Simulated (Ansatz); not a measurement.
Ansatz input

```yaml
crystal:
  lattice:
    - [-2.8093509569, 2.808303432, 1.200742069]
    - [2.808303432, -2.8093509569, 1.200742069]
    - [1.4994418958, 1.4994418958, -1.2026606127]
  atoms:
    - { symbol: Fe, position: [0.9999810409, 1.89591e-05, 1.0] }
    - { symbol: Fe, position: [0.7500189591, 0.2499810409, 0.5] }
hamiltonian:
  xc: r2scan
  pseudopotentials:
    kind: paw
    azcp:
      Fe: "pseudopotentials/Fe.paw.azcp"
basis:
  ecutwfc: 500
  fft_grid_basis: typed
kpoints:
  mp_grid: { grid: [25, 25, 24], shift: [0, 0, 0] }
magnetization:
  spin_polarized: false
scf:
  occupations: { method: fermi_dirac, width: 0.1 }
```

Terminal output

```
Engine: ansatz 0.2.0, x86_64-unknown-linux-gnu
Pseudopotentials: kind: paw
Pseudopotential: Fe, paw, valence charge 16, recommended cutoff 500 eV (meta_gga) 
Functional definition: r2SCAN
  parameter k0 = 0.174
  parameter k1 = 0.065
  parameter a1 = 4.9479
  exchange = r2scan_x(k0 = k0, k1 = k1, a1 = a1)
  correlation = r2scan_c
Crystal: 2 atoms, lattice volume = 20.221 Å³
Basis set: ecut = 500 eV, 521 PW (Γ), exchange–correlation on 128×128×72 points (64 copies of the dense FFT grid, shifted against one another)
Bands: 20, of which v1, the nominal top of the filled ones, is band 16 counted from 1 (15 counted from 0)
Symmetry: 4 space group operations
Space group: C2/c (ITA 15), of the structure as read, at distance tolerance 2.7e-5 Å
k-points: 3913 of 15000
Non-local potential: Fe, projectors of the file, l = 0: 3, l = 1: 2, l = 2: 3, l = 3: 1
PAW form: soft (Blöchl's): semilocal exchange-correlation on the pseudo side does not see the compensation charge
PAW frozen core: Fe, regenerated for the run's functional (the file was generated under x = pbe(κ = 0.804, μ = 0.2195149727645171), c = pbe(β = 0.06672455060314922))
PAW one-centre angular grid: Fe, 590 points (default); XC on 160 Gauss nodes
Initial density: superposition of atomic densities (neutral atoms: chi_scale 0, normalization atom), corrected by the library's trained network
Initial wavefunctions: pseudopotential atomic-orbital guess
Functional: x = r2scan, c = r2scan; τ floored in thin density (d = 2e-4 eV/Å³)
SCF iter   1: F=—  HF=-8969.944950 eV  |F-HF|=—  |Δ(HF+E_count)|=         —  Δρ=7.86e-3  dr2=4.56e-3  dr2_τ=9.70e-2  ethr=1.77e-3  ⟨swp⟩=4.6  Hψ=301856  notcnv=0
SCF iter   2: F=—  HF=-8970.053167 eV  |F-HF|=—  |Δ(HF+E_count)|=   1.08e-1  Δρ=1.08e-2  dr2=1.27e-2  dr2_τ=1.27e-4  ethr=1.43e-5  ⟨swp⟩=2.1  Hψ=188066  notcnv=0
SCF iter   3: F=—  HF=-8970.051593 eV  |F-HF|=—  |Δ(HF+E_count)|=   1.57e-3  Δρ=2.34e-3  dr2=1.94e-4  dr2_τ=7.53e-5  ethr=1.43e-5  ⟨swp⟩=2.1  Hψ=145336  notcnv=0
SCF iter   4: F=—  HF=-8970.052102 eV  |F-HF|=—  |Δ(HF+E_count)|=   5.09e-4  Δρ=1.22e-3  dr2=1.51e-4  dr2_τ=3.32e-6  ethr=6.05e-7  ⟨swp⟩=3.0  Hψ=174176  notcnv=0
SCF iter   5: F=—  HF=-8970.052110 eV  |F-HF|=—  |Δ(HF+E_count)|=   8.31e-6  Δρ=2.53e-4  dr2=3.94e-6  dr2_τ=1.48e-7  ethr=4.72e-7  ⟨swp⟩=2.5  Hψ=133496  notcnv=0
SCF iter   6: F=—  HF=-8970.052111 eV  |F-HF|=—  |Δ(HF+E_count)|=   5.74e-7  Δρ=1.71e-4  dr2=3.52e-6  dr2_τ=2.81e-8  ethr=1.23e-8  ⟨swp⟩=2.0  Hψ=142401  notcnv=0
SCF iter   7: F=—  HF=-8970.052110 eV  |F-HF|=—  |Δ(HF+E_count)|=   5.71e-7  Δρ=7.94e-5  dr2=7.77e-7  dr2_τ=1.72e-8  ethr=1.10e-8  ⟨swp⟩=2.0  Hψ=107824  notcnv=0
SCF iter   8: F=-8970.052110 eV  HF=-8970.052110 eV  |F-HF|=1.78e-8  |Δ(HF+E_count)|=   1.53e-7  Δρ=1.31e-5  dr2=2.33e-8  dr2_τ=8.68e-10  ethr=3.13e-10  ⟨swp⟩=1.9  Hψ=229263  notcnv=0
SCF 1 converged in 8 iterations: F = -8970.052110 eV  dr2 = 2.33e-8
SCF converged after 8 iterations
Free energy (F): -8970.052110 eV
Harris-Foulkes:  -8970.052110 eV  (|F-HF|=1.78e-8)
Internal energy: -8969.933790 eV  (E = F + TS)
E sigma→0 (E₀):  -8969.992950 eV
Entropy (-TS):   -0.118320 eV (-59.160 meV/atom)
Fermi energy:    21.125082 eV
--- Per-component energies (eV) ---
  E_band       = -388.548775
  E_kinetic    = 711.983927
  E_local      = -3849.545779  (includes V_loc(G=0)·N_el)
  E_nonlocal   = 432.685701
  E_hartree    = 1633.039204
  E_xc         = -229.842833
  E_vxc        = -341.618804  (∫ρ·V_xc dr)
  E_paw        = -2750.545250  (= ΣΔE_a)
  E_vpaw       = -632.868866  (= ΣTr[D̂ρ^β])
  E_aug_tail   = 0.000562  (compensation charges beyond the density's cutoff)
  E_vtau       = 24.747711  (kinetic-family band-sum trace: ∫τ·v_τ [+ j·A + Jᵃ·Aᵃ] dr)
  E_ewald      = -4917.130373
  E_core_change = -0.578950  (= ΣΔE_core)
  E_smearing   = -0.118320  (= −TS)
  E_closure    = 0.000000  (closes the sum)
  Σ components = -8970.052110   (vs F -8970.052110, Δ=0.00e0)
```

Launched by

```sh
ansatz run input.yaml --threads 1 --pin off --max-ram 3584MiB --backend cpu --events-out ev --progress --plain --runs-dir out
```

On 1 thread of Intel(R) Xeon(R) Platinum 8259CL CPU @ 2.50GHz (Skylake/Cascade Lake) (shared host) this took about 290 s of wall time and 290 s of CPU time.
